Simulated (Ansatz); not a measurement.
**One compound in many structure types**

A comparison from first-principles data. Relaxing one composition in several structure types shows which are competitive, which pressure would favour, and how volume and gap change with structure.

The reference row is NiSi2, fluorite or antifluorite type. The reference is the lowest phase computed, which need not be the stable form in nature.

Levels of theory (Ansatz, a plane-wave PAW program): energy: PBE, total energy at 0 K with the change to a 700 eV cutoff added (comparable within one formula alone); volume per atom: PBE, relaxed cell; gap: PBE; bulk modulus: PBE, equation-of-state fit.

Definitions used: ΔE = E − E_ref; ΔV = V − V_ref; temperature scale ΔE/k_B = 11.605 K/meV × ΔE.

```tsv
crystal	E (eV/atom)	V (Å³/atom)	gap (eV)	B₀ (GPa)	ΔE (meV/atom)	ΔV (Å³/atom)	ΔE/k_B (K)
NiSi2, C54 type, Fddd	−2370.454	12.74	0.00	–	347.0	−0.71	4000
NiSi2, fluorite or antifluorite type, reference	−2370.801	13.45	0.00	143	0.0	0.00	0
NiSi2, AlB2 type, P6/mmm	−2370.204	13.11	0.00	134	597.0	−0.34	6900
NiSi2, Al2Cu type, I4/mcm	−2370.671	12.56	0.00	153	130	−0.89	1500
NiSi2, C49 type, Cmcm	−2370.432	12.85	0.00	108	369.0	−0.60	4300
```

Started from generated or typed cells, with no claim that the phase is known: NiSi2, C54 type, Fddd; NiSi2, AlB2 type, P6/mmm; NiSi2, Al2Cu type, I4/mcm; NiSi2, C49 type, Cmcm. Run without spin polarisation: NiSi2, C54 type, Fddd, NiSi2, fluorite or antifluorite type, NiSi2, AlB2 type, P6/mmm, NiSi2, Al2Cu type, I4/mcm, NiSi2, C49 type, Cmcm. No gap (0.00) means none at this level, which can close a small real gap. Spin–orbit coupling is left out unless named.

Arithmetic for NiSi2, AlB2 type, P6/mmm:

1. ΔE = 1000 × (−2370.204 − (−2370.801)) = 597.0 meV/atom
2. ΔV = 13.11 − 13.45 = −0.34 Å³/atom
3. ΔE/k_B: 11.605 × 597.0 = 6900 K

In order of ΔE, lowest first: NiSi2, fluorite or antifluorite type (0.0 ± 5.0), NiSi2, Al2Cu type, I4/mcm (130 ± 5.0), NiSi2, C54 type, Fddd (347.0 ± 5.0), NiSi2, C49 type, Cmcm (369.0 ± 5.0), NiSi2, AlB2 type, P6/mmm (597.0 ± 5.0). The ± follows from allowances picked for this note (energy 0.004 eV/atom, 3 meV/atom on the figure itself), carried to first order and added in quadrature, each row's own inputs moving alone; ≈ joins neighbours closer than their two ± added in quadrature.

Wanted are low ΔE and low volume per atom; no other row betters these on both counts: NiSi2, fluorite or antifluorite type (0.0, 13.45); NiSi2, Al2Cu type, I4/mcm (130, 12.56). The reference is on the front.

Denser than the reference, so favoured by pressure; with fixed volumes the enthalpies cross at P ≈ 0.1602 ΔE/|ΔV|: NiSi2, Al2Cu type, I4/mcm 0.1602 × 130/0.89 = 23 GPa, NiSi2, C54 type, Fddd 0.1602 × 347.0/0.71 = 78 GPa, NiSi2, C49 type, Cmcm 0.1602 × 369.0/0.60 = 99 GPa, NiSi2, AlB2 type, P6/mmm 0.1602 × 597.0/0.34 = 280 GPa. Each is against the reference alone, so another phase may come first, and differences in compressibility move them.

Vibrational free energy is left out, and phases that were not computed could lie lower. Rows are a sample of the computed phases of this formula. Limits of the draw: a spread of over 30 meV/atom, none over 0.9 eV/atom above the reference, within 8 meV/atom of the lowest or within 3 meV/atom of a neighbour. As a rule kept out of such tables: 4f compounds, open-shell compounds run without a Hubbard term, cells found unstable in the tests at hand, cells close to a higher symmetry, and runs set to a pressure or over 12 % in volume from the crystal's fullest run. A dash marks a value that is not given here.
